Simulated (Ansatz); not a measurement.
Relaxed candidate structures of MoRh:

A. Pmma (No. 51), oP4; a = 4.3828 Å, b = 2.7231 Å, c = 4.7757 Å, α = 90.00°, β = 90.00°, γ = 90.00°; Mo 2e (0.750, 0.000, 0.172); Rh 2f (0.250, 0.500, 0.326)

B. P-6m2 (No. 187), hP2; a = b = 2.743 Å, c = 4.389 Å, α = β = 90.00°, γ = 120.00°; Mo 1a (0.000, 0.000, 0.000); Rh 1d (0.333, 0.667, 0.500)

Problem. Order them by energy per atom (lowest first) at the level PBEsol (plane waves to 420 eV, PAW, scalar-relativistic; Ansatz, a first-principles code).

Solution. A (reference, the lowest of the structures calculated here), B (+0.10 eV/atom)

Each run could gain symmetry but not lose that of its start, so entries can be saddle points. From databases, or of a type measured for this composition: Pmma, oP4; the others are generated cells (placed on structure types, drawn at random, substituted or restacked) that were not matched to a known phase here. Energies are at zero temperature and pressure, without zero-point motion. The runs use different k-meshes, so differences are rounded accordingly. No spin polarisation in the result.
